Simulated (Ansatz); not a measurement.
**Structures of Ca$_{2}$I: which is lowest?**

Plane-wave DFT in Ansatz with scalar-relativistic PAW potentials, cutoff 420 eV, Γ-centred meshes chosen by cell and gap, Gaussian smearing with energies taken to zero width. Every cell was relaxed (cell and atoms) in a run of its own, within the symmetry of its start. Functional: PBE.

Relaxed structures (starts from databases or built by putting these elements on another compound's sites):
A. Fd-3m, 6 atoms in the computed cell, a = 10.066 Å; sites (symmetry × multiplicity) Ca .-3m × 16, I -43m × 8; start: built
B. Fm-3m, 3 atoms in the computed cell, a = 7.852 Å; sites (symmetry × multiplicity) Ca -43m × 8, I m-3m × 4; start: built
C. R3m, 3 atoms in the computed cell, a = 4.091 Å, c = 23.465 Å; sites (symmetry × multiplicity) Ca 3m × 3 + 3m × 3, I 3m × 3; start: built

Problem. Rank them by energy. Could pressure change the order?

Solution.
| structure | group | E − E(lowest) (meV/atom) | V (Å³/atom) | gap on mesh (eV) |
| --- | --- | --- | --- | --- |
| C | R3m | 0.0 | 37.79 | 0.00 |
| B | Fm-3m | 464 | 40.33 | 0.00 |
| A | Fd-3m | 476 | 42.49 | 0.00 |

C is lowest, 464 meV/atom under B. The lowest is also the densest of these, so pressure wouldn't bring one of the others in at first order. Other structures may lie lower than all of these, and vibrations aren't counted.

Spin-orbit coupling is left out, which matters for the bands of heavy elements. Spin polarisation was left out, and a magnetic state may lie lower.